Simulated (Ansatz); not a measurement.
## AlGa2N3: rattling a relaxed structure

The structure comes from a generated guess, relaxed at this level; another structure or a mixture of phases may lie lower.

Computed with Ansatz 0.2.0, DFT PBE, scalar-relativistic, plane waves, PAW. Plane waves to 420 eV, a k mesh through Γ of 12×12×12 on the computed 6-atom cell and Gaussian smearing (0.02 eV); no spin polarisation.

The cell below (6 atoms, space group I-4m2 (No. 119)) is relaxed within its symmetry.

```
Al Ga N
1.0
    -1.59232    1.59232    6.73581
     1.59232   -1.59232    6.73581
     1.59232    1.59232   -6.73581
Al Ga N
1 2 3
Direct
  0.50000 0.50000 0.00000
  0.83539 0.83539 0.00000
  0.16461 0.16461 0.00000
  0.42152 0.92152 0.50000
  0.07848 0.57848 0.50000
  0.75000 0.25000 0.50000
```

For the test a repeat of it with 12 atoms (edges 3.18, 6.37, 7.10 Å) was strained at random (σ = 1.5 % a component), the atoms were moved at random (σ = 0.15 Å), and all was relaxed again on a coarse 4×2×4 mesh (in the run’s order of axes) with 0.10 eV smearing, with no symmetry imposed.

Q: What happens?

A: It returns, within 1 meV/atom of the unmoved cell on that mesh and with the same symmetry when read at 0.1 Å. So it is stable against the distortions that fit this cell and that this random move excites. Modes that don't fit the cell aren't tested.
